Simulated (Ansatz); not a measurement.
# ScAl: elastic runs at many settings, some unsound

All numbers below come from DFT LDA, scalar-relativistic, plane waves, PAW in Ansatz. Settings: 420 eV plane-wave cutoff, Γ-centred 12×12×12 mesh, Fermi-Dirac smearing of 0.15 eV. No spin polarisation.

Relaxed structure:
```xyz
2
Lattice="3.3104 0.0000 0.0000 0.0000 3.3104 0.0000 0.0000 0.0000 3.3104" Properties=species:S:1:pos:R:3 pbc="T T T"
Sc    1.6552    1.6552    1.6552
Al    0.0000    0.0000    0.0000
```

In a metal, frequencies and elastic constants depend on the k mesh and the smearing, soft modes and shear constants most.

At these settings the run gives the elastic coefficients (GPa; two-point stencil, strain 0.002 and ions relaxed unless stated):
```tsv
setting	C11	C12	C44
reference run	100.8	77.9	96.5
```

Task: One thing at a time is changed: cutoff 350 eV; cutoff 100 eV; k mesh 6×6×6; strain amplitude 0.0002; mixing β = 1.5; cutoff 300 eV; no empty bands; k mesh 3×3×3; cutoff 600 eV. Some runs at doubtful settings were capped at 50 to 100 SCF iterations. What does each run give?

Result:
| setting | C11 | C12 | C44 |
| --- | --- | --- | --- |
| cutoff 350 eV | 102.0 | 77.8 | 96.6 |
| cutoff 100 eV | -220.9 | -150.7 | -95.2 |
| k mesh 6×6×6 | 89.8 | 83.9 | 97.0 |
| strain amplitude 0.0002 | 100.8 | 77.9 | 96.5 |
| mixing β = 1.5 | input refused | – | – |
| cutoff 300 eV | 102.1 | 79.4 | 98.0 |
| no empty bands | input refused | – | – |
| k mesh 3×3×3 | 127.6 | 57.7 | 93.3 |
| cutoff 600 eV | 100.8 | 77.9 | 96.4 |
The reference run stands for the crystal at ordinary settings. Unsound on purpose: cutoff 100 eV; mixing β = 1.5; no empty bands. Below the recommended cutoff: cutoff 350 eV. Below the recommended cutoff: cutoff 300 eV. No effect at these digits: strain amplitude 0.0002.

Cost: 10 runs of about 2.8 core-minutes in all, on AMD EPYC (Zen 3) (shared hosts).